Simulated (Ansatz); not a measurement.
**C (Im-3m), two-dimensional strain map**

Theory: DFT r2SCAN, scalar-relativistic, plane waves, PAW in Ansatz. Settings: plane waves to 500 eV, k-mesh 8×8×8 (Γ-centred), Gaussian smearing 0.05 eV. No spin polarisation. Energies are free energies at this smearing, counted from the undisturbed cell; pressure is positive in compression.

Zero of the scan (relaxed at this level; this bcc form isn't the usual structure):

```xyz
8
Lattice="-2.4291 2.4291 2.4291 2.4291 -2.4291 2.4291 2.4291 2.4291 -2.4291" Properties=species:S:1:pos:R:3 pbc="T T T"
C    -0.7906    0.7906    0.7906
C     1.6385    1.6385    1.6385
C     0.7906   -0.7906    0.7906
C     0.7906    0.7906   -0.7906
C     1.6385   -1.6385    1.6385
C     0.7906    0.7906    0.7906
C    -1.6385    1.6385    1.6385
C     1.6385    1.6385   -1.6385
```

The cell is strained by p along both x and y and by q along z, fractional coordinates fixed. Points are written (p, q).

p was sampled at -0.030, -0.015, 0.000, 0.015, 0.030 and q at -0.030, -0.015, 0.000, 0.015, 0.030.

**Question.** Where on the computed points is the energy highest, and how high?

**Answer.** At (-0.030, -0.030): 64.6 meV/atom.

**Question.** Away from (0, 0), which computed point is lowest?

**Answer.** (0.000, 0.015): 3.4 meV/atom.

The map, in meV/atom:

```
 p \ q  -0.030  -0.015  0.000  0.015  0.030
-0.030    64.6    46.6   36.7   34.2   38.3
-0.015    30.2    15.5    8.9    9.4   16.4
 0.000    15.4     3.7    0.0    3.4   13.2
 0.015    18.1     9.2    8.2   14.3   26.6
 0.030    36.5    30.1   31.7   40.2   54.9
```

Cost: 25 runs of about 3.4 core-minutes in all, on Arm Neoverse V2 (shared hosts).